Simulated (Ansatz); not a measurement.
BP in space group P4_2/mnm (No. 136; B on 4f, P on 4g), r²SCAN in the plane-wave PAW code Ansatz, all energies at zero smearing, with the estimated change up to a 700 eV cutoff added, with one set of potentials and settings (totals compare only within such a set). Cell of 8 atoms (4 B, 4 P): -3665.549 eV.

```json
[
 {"element": "B", "reference phase": "R-3m, 12 atoms in the cell", "E (eV/atom)": "-156.5545"},
 {"element": "P", "reference phase": "Cmce, 4 atoms in the cell", "E (eV/atom)": "-759.1670"}
]
```

Formation energy per atom, worked out: (-3665.549 − 4×(-156.5545) − 4×(-759.1670))/8 = -0.333 eV/atom (-32 kJ per mol of atoms), at 0 K, without zero-point energy or fitted corrections.

The start of the workflow was typed in or built on a structure type; neither database checked (COD, Materials Project) lists it. It is not the phase usual at ambient conditions (space group No. 216). Symmetry was held in the r²SCAN relaxation; its stability against distortions is not shown here. The references are the lowest solids computed at this level, not always the standard phases.

Potentials: the earlier of the program's two PAW sets.
